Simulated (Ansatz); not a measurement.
HfSiSe (space group P4/nmm)

```
CELL_PARAMETERS angstrom
      3.57640     0.00000     0.00000
      0.00000     3.57640     0.00000
      0.00000     0.00000     8.25557
ATOMIC_POSITIONS crystal
  Hf 0.00000 0.50000 0.74453
  Hf 0.50000 0.00000 0.25547
  Si 0.00000 0.00000 0.00000
  Si 0.50000 0.50000 0.00000
  Se 0.50000 0.00000 0.62081
  Se 0.00000 0.50000 0.37919
```

The slice is a (001) plane (indices of the conventional cell) through the point (0.000, 0.000, 0.000) (fractional), spanned by u = [100] and v = [010] in vectors of this cell: u (3.58 Å) and v (3.58 Å, at 90° to u). It covers one period; positions are fractions (u, v).

Method: PBEsol (plane waves to 420 eV, PAW, scalar-relativistic; Ansatz, a first-principles code). k mesh 13×13×6. Inside the PAW spheres the values are not all-electron values, and peaks at nuclei hang on which shells count as valence. HfSiSe is run without spin polarisation. HfSiSe was relaxed with its symmetry unable to fall. Spin-orbit coupling is left out, though Hf is heavy.

Q: What is the valence density on the shortest Si–Si line in this plane (2.53 Å), at its midpoint?

A: 0.38 e/Å³.

Q: The ELF has a maximum in the middle third of the Si–Si line. Where, and how high?

A: 0.75, 1.1 Å from Si.

Q: Sketch the electrostatic potential energy of an electron, from the cell's mean on this plane as a map.

A: 
```
v \ u  0.00  0.11  0.21  0.32  0.43  0.54  0.64  0.75  0.86  0.96
-----  ----  ----  ----  ----  ----  ----  ----  ----  ----  ----
0.86      x     x     x   4.9   6.4   6.4   5.9   0.5     x     x
0.71    0.8   2.4   3.8     x     x     x     x   3.1   3.2   1.0
0.57    8.4   7.5   1.6     x     x     x     x     x   6.4   8.3
0.43    8.4   7.5   1.6     x     x     x     x     x   6.4   8.3
0.29    0.8   2.4   3.8     x     x     x     x   3.1   3.2   1.0
0.14      x     x     x   4.9   6.4   6.4   5.9   0.5     x     x
0.00      x     x     x   4.1   8.4   8.8   6.3     x     x     x
```

Values: electrostatic potential energy of an electron, from the cell's mean, in eV. Points within 1 Å of a nucleus are blanked (x), as the pseudised field means little there. The zero, the cell's mean, hangs on the PAW cores.
